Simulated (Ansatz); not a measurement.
ZrO$_{2}$ in space group P4_2/nmc (No. 137; Zr on 2a, O on 4d), LDA (plane waves, PAW; program Ansatz). The conduction-band minimum lies at Γ, with 1 equivalent valley. Second derivatives d²E/dk² of the lowest band at one valley (eV·Å²), along Cartesian directions:

```
direction  d²E/dk²
---------  -------
[100]        13.77
[010]        13.77
[001]        3.713
[110]        13.77
[101]        8.744
[011]        8.744
```

Find the principal effective masses, the density-of-states mass and the conductivity mass.

Off-diagonal terms follow from H_xy = H[110] − (H_xx + H_yy)/2, and m*/mₑ = 7.620 eV·Å² over each eigenvalue: 0.55, 0.55, 2.1. One valley's DOS mass (m₁m₂m₃)^(1/3) = 0.86, conductivity mass 3/(Σ 1/mᵢ) = 0.73 mₑ.

What effective density of states Nc follows at 300 K for parabolic valleys?

Nc = 2.509e19 × 1 × (0.86)^(3/2) ≈ 2.0e19 cm⁻³.

This is a known high-temperature phase of the composition, computed here at zero pressure and temperature. The cell was relaxed with LDA under the symmetry of its start; its stability against distortions is not shown here. The run is not spin-polarised. Spin–orbit coupling is left out wherever it is not named.

Potentials: the earlier of the program's two PAW sets.

Edges and masses are those of Kohn–Sham bands, whose gap is no quasiparticle gap.
